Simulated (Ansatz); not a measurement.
AlN:
```yaml
crystal:
  lattice:
    - [0.00000, 2.18275, 2.18275]
    - [2.18275, 0.00000, 2.18275]
    - [2.18275, 2.18275, 0.00000]
  atoms:
    - { symbol: N, position: [0.75000, 0.75000, 0.75000] }
    - { symbol: Al, position: [0.00000, 0.00000, 0.00000] }
```

Relaxed with HSE06.

**Question.** Give the Bader charges and basin volumes of the independent atoms, HSE06 (plane waves, PAW; program Ansatz).

**Answer.** 

| atom | Bader charge (e) | Bader volume (Å³) |
|---|---|---|
| N1 | -2.46 | 17.0 |
| Al2 | +2.46 | 3.8 |

Space group F-43m (zinc blende). The HSE06 relaxation kept the symmetry of its start.

Potentials: the later of the program's two PAW sets.
